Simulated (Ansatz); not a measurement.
Bi:
```cif
data_Bi6
_chemical_formula_sum 'Bi6'
_space_group_name_H-M_alt 'R-3m :H'
_space_group_IT_number 166
_space_group_name_Hall '-R 3 2"'
_cell_length_a 4.52308
_cell_length_b 4.52308
_cell_length_c 12.14785
_cell_angle_alpha 90.000
_cell_angle_beta 90.000
_cell_angle_gamma 120.000
loop_
_atom_site_label
_atom_site_type_symbol
_atom_site_symmetry_multiplicity
_atom_site_Wyckoff_symbol
_atom_site_fract_x
_atom_site_fract_y
_atom_site_fract_z
_atom_site_occupancy
Bi1 Bi 6 c 0.00000 0.00000 0.23287 1
```
(The calculation used a cell of 2 atoms; values per cell refer to that cell.)

Relaxed at zero pressure with r²SCAN+D4 in the plane-wave PAW code Ansatz.

Problem. The volume is raised by 9 % and shape and atoms relax at that volume. What pressure results, and how do the axes share the change?

Solution. -1.6 GPa; a 0.4 %, b 0.4 %, c 8.2 %; the energy rises by 20 meV/atom.

Problem. Give the new structure.

Solution. 
Space group R-3m, hexagonal axes (No. 166); a = 4.540 Å, b = 4.540 Å, c = 13.142 Å, α = 90.00°, β = 90.00°, γ = 120.00°

| atom | site | symmetry | x | y | z |
|---|---|---|---|---|---|
| Bi | 6c | 3m | 0.0000 | 0.0000 | 0.2279 |

The phase is kept; no other phase was compared at this pressure.

The cell was relaxed with r²SCAN+D4 under the symmetry of its start. The pairwise dispersion correction was not fitted to metals. Axis ratios of metals converge slowly with the k-mesh, so a and c are less sure than the volume. Spin–orbit coupling is left out wherever it is not named.

Potentials: the later of the program's two PAW sets.
